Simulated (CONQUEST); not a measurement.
Worked example: self-consistent single point of SiC (F-43m, 8 atoms in the cell; from Materials Project mp-8062, changed as shown) in CONQUEST.

Computed with PBE, numerical atomic orbitals double-zeta with polarisation (the shipped basis), PseudoDojo norm-conserving potentials made for PBE run with CONQUEST 1.3.

The change in words: lattice scaled by 0.98. Reference geometry (F-43m):
```yaml
crystal:
  lattice:
    - [4.35399, 0.00000, 0.00000]
    - [0.00000, 4.35399, 0.00000]
    - [0.00000, 0.00000, 4.35399]
  atoms:
    - { symbol: Si, position: [0.25000, 0.25000, 0.75000] }
    - { symbol: Si, position: [0.25000, 0.75000, 0.25000] }
    - { symbol: Si, position: [0.75000, 0.25000, 0.25000] }
    - { symbol: Si, position: [0.75000, 0.75000, 0.75000] }
    - { symbol: C, position: [0.00000, 0.00000, 0.00000] }
    - { symbol: C, position: [0.00000, 0.50000, 0.50000] }
    - { symbol: C, position: [0.50000, 0.00000, 0.50000] }
    - { symbol: C, position: [0.50000, 0.50000, 0.00000] }
```

Reference input (self-consistent single point, DFT, PBE, numerical atomic orbitals double-zeta with polarisation (the shipped basis), PseudoDojo norm-conserving potentials made for PBE): basis = DZP; Diag.MPMeshX, Y, Z = 8 8 8; potentials = PseudoDojo norm-conserving PBE; Grid.GridCutoff = 140 Ha; DM.SolutionMethod = diagon; Diag.kT = 0.0001 Ha; Diag.GammaCentred = true; minE.SCTolerance = 1.0e-07; SC.MaxIters = 100; SC.LinearMixingFactor = 0.5; AtomMove.TypeOfRun = static. This run's input differs from it in these lines:

```diff
@@ -29,14 +29,14 @@
 # file: SiC.in
-     8.227848649      0.000000000      0.000000000
-     0.000000000      8.227848649      0.000000000
-     0.000000000      0.000000000      8.227848649
+     8.063291298      0.000000000      0.000000000
+     0.000000000      8.063291298      0.000000000
+     0.000000000      0.000000000      8.063291298
 8
-    2.056962162     2.056962162     6.170886487  1 T T T
-    2.056962162     6.170886487     2.056962162  1 T T T
-    6.170886487     2.056962162     2.056962162  1 T T T
-    6.170886487     6.170886487     6.170886487  1 T T T
+    2.015822825     2.015822825     6.047468474  1 T T T
+    2.015822825     6.047468474     2.015822825  1 T T T
+    6.047468474     2.015822825     2.015822825  1 T T T
+    6.047468474     6.047468474     6.047468474  1 T T T
     0.000000000     0.000000000     0.000000000  2 T T T
-    0.000000000     4.113924325     4.113924325  2 T T T
-    4.113924325     0.000000000     4.113924325  2 T T T
-    4.113924325     4.113924325     0.000000000  2 T T T
+    0.000000000     4.031645649     4.031645649  2 T T T
+    4.031645649     0.000000000     4.031645649  2 T T T
+    4.031645649     4.031645649     0.000000000  2 T T T
```

Output, abridged:

```
    new_SC_potl: Starting.  Tolerance:  0.10000E-06

    PulayMixSC: Starting Pulay mixing, A_up =  0.500 A_dn =  0.500
    PulayMixSC: Spin non-polarised calculation.
          Harris-Foulkes Energy            :     -1123.349373559264905 eV
          (TS=0 as O(N) or entropic contribution is negligible)
          DFT Total Energy                 :     -1106.740323301623903 eV
          Total number of electrons        :        31.999999999998249
    PulayMixSC: Pulay iteration     1 residual:              0.11751E-01
          Harris-Foulkes Energy            :     -1116.143099215316397 eV
   [... lines left out ...]
          (TS=0 as O(N) or entropic contribution is negligible)
          DFT Total Energy                 :     -1115.956341319030116 eV
          Total number of electrons        :        32.000038092763113
    PulayMixSC: Pulay iteration     7 residual:              0.31547E-06
          Harris-Foulkes Energy            :     -1115.956341321794980 eV
          (TS=0 as O(N) or entropic contribution is negligible)
          DFT Total Energy                 :     -1115.956341321780201 eV
          Total number of electrons        :        32.000038093506710
    PulayMixSC: Pulay iteration     8 residual:              0.53871E-08
    PulayMixSC: Reached SCF tolerance of  0.53871E-08 after      8 iterations
      | Number of electrons      =        32.000038
      |* band energy as 2Tr[K.H] =      -430.726065780462761 eV
      |  screened ion-ion energy =      -675.403310718196849 eV
      |  Ha correction           =       -44.345278331512830 eV
      |  XC correction           =        34.518312809402097 eV
      |* Harris-Foulkes energy   =     -1115.956341321794980 eV
      |* DFT total energy        =     -1115.956341321780201 eV
      |  estimated accuracy      =        -0.000000000014888 eV

    force: Forces on atoms (eV/a0)
    force:  Atom   X              Y              Z
    force:     1  -0.0000000037  -0.0000000037  -0.0000000038
    force:     2  -0.0000000037  -0.0000000037  -0.0000000038
   [... lines left out ...]
    force: Maximum force :        0.00000000(eV/a0) on atom         3 in z direction
   [... lines left out ...]
    force: Force Residual:        0.00000001 eV/a0
    force: Total stress:        -21.80838589    -0.00000001    -0.00000002 GPa
                            -0.00000001   -21.80838589    -0.00000002
                            -0.00000002    -0.00000002   -21.80838589
    force: Average pressure:     21.80838589 GPa

    force: Finished force
    get_E_and_F: Change in energy during last step of electronic optimisation:  0.63793E-10
```

The run converged in 8 iterations. CONQUEST prints the stress tensor with tension positive. Against the reference run the free energy rises by 52.7 meV/atom, the pressure goes from 6.46 to 21.81 GPa and the gap on the mesh goes from 1.316 to 1.261 eV.

The program uses no crystal symmetry, so grid and mesh can part values that symmetry would make equal. The atom-centred basis is finite, which shifts total energies, pressures and gaps against plane waves. The structure comes from a collection of computed structures, made at another level of theory; the collection holds predicted forms beside known ones. At this pressure the cell is far from its equilibrium volume at this level.

Cost on one core: about 2.4 core-minutes (a rough figure).
